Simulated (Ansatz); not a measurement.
# Ag (Fm-3m): lattice vibrations

```yaml
crystal:
  lattice:
    - [0.00000, 2.02711, 2.02711]
    - [2.02711, 0.00000, 2.02711]
    - [2.02711, 2.02711, 0.00000]
  atoms:
    - { symbol: Ag, position: [0.00000, 0.00000, 0.00000] }
```

The conventional cell has a = 4.054 Å, b = 4.054 Å, c = 4.054 Å, α = 90.00°, β = 90.00°, γ = 90.00°. Ag (atom 1) has 12 Ag at 2.87 Å as nearest neighbours.

Unless marked otherwise, the numbers come from PBEsol, all-electron LAPW in Ansatz 0.2.0, scalar-relativistic. k mesh 20×20×20, Fermi-Dirac smearing of 0.100 eV, basis error target 1 meV/atom. The cell was relaxed by PAW under this functional.

Atoms are displaced by 0.01 Å in the smallest supercells that hold the wave vectors of a 4×4×4 mesh. Negative values stand for unstable modes.

Q: What are the phonon energies at the solved wave vectors, in THz?

A: 

```
                 q  point       modes (THz)
 0.250 0.000 0.000      –   1.62 (×2), 3.88
 0.500 0.000 0.000      L   2.36 (×2), 5.35
 0.250 0.250 0.000      –   2.47 (×2), 3.91
 0.500 0.250 0.000      –  2.96, 3.49, 4.93
-0.250 0.250 0.000      –  2.32, 3.53, 4.62
 0.500 0.500 0.000      X   3.52 (×2), 5.27
-0.250 0.500 0.250      W   3.41, 4.39 (×2)
```

Q: Is the structure dynamically stable at these wave vectors?

A: Yes, no mode is unstable there; wave vectors off this mesh aren't tested.

Q: How well do frozen-core PAW files reproduce these all-electron values?

A: With a cutoff of 420 eV and displacements of 0.0025 Å, the r.m.s. difference over the modes is 0.0 cm⁻¹; the largest difference is 129.6 (PAW) against 129.5 cm⁻¹ (LAPW).

Dispersion interpolated along Gamma–X–U–K–Gamma–L–W–X (exact only at the mesh points), cm⁻¹:

```csv
distance (Å⁻¹),ω1,ω2,ω3
0.000,0,0,0
0.517,58,58,93
1.033,102,102,156
1.550,117,117,176
1.732,116,120,174
1.915,112,128,168
2.098,105,138,159
2.414,105,139,154
2.730,105,139,154
3.047,105,138,159
3.595,77,118,154
4.143,39,62,106
4.691,0,0,0
5.138,38,38,93
5.585,67,67,157
6.033,79,79,178
6.398,86,100,172
6.763,102,133,158
7.129,114,146,146
7.387,115,132,161
7.645,116,121,172
7.904,117,117,176
```

Caveats: responses of metals move with mesh and smearing; the frozen-core PAW files of the compared runs were fitted under PBE, their cores solved anew for this functional.
